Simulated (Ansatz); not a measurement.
A distorted cell of HfO2 (tetragonal-ZrO2 type, space group P4_2/nmc):

```xyz
6
Lattice="3.5675 0.0000 0.0000 0.0000 3.5675 0.0000 0.0000 0.0000 5.1667" Properties=species:S:1:pos:R:3 pbc="T T T"
Hf     0.0000     0.0000     0.0000
Hf     1.7838     1.7838     2.5833
O      0.0000     1.7838     1.0339
O      0.4291     1.7838     3.8659
O      1.7838     0.0000     1.5495
O      1.7838     0.0000     4.1328
```

Calculation: PBEsol (plane waves to 420 eV, PAW, scalar-relativistic; Ansatz, a program for electronic structure). k mesh 8×8×5 (Γ-centred), Fermi-Dirac smearing 0.05 eV. The energy includes the smearing's −TS. Stress and pressure are positive under compression. HfO2 is run without spin polarisation. HfO2 was relaxed with its symmetry unable to fall. Spin-orbit coupling is left out, though Hf is heavy. The PAW data are Ansatz's earlier set. This is a high-temperature form of HfO2.

Predict the force on every atom, in eV/Å.


```csv
atom,Fx,Fy,Fz
Hf1,0.094,0.000,0.239
Hf2,1.812,0.000,-1.479
O3,0.194,0.000,1.854
O4,-5.443,0.000,-0.490
O5,0.108,0.000,0.154
O6,3.235,0.000,-0.277
```

Give the stress tensor in GPa and the pressure.


```
    5.7      0.0     -9.1
    0.0     11.1      0.0
   -9.1      0.0      4.9
```
The pressure, a third of the trace, is 7.3 GPa.

In it atom 4 sits (0.429, 0.000, 0.249) Å away from its relaxed site. What is its energy relative to the relaxed cell?

1460 meV/cell.

(A displaced cell: forces are minus the slopes of the energy, force constants its curvatures, and phonons follow from these.)
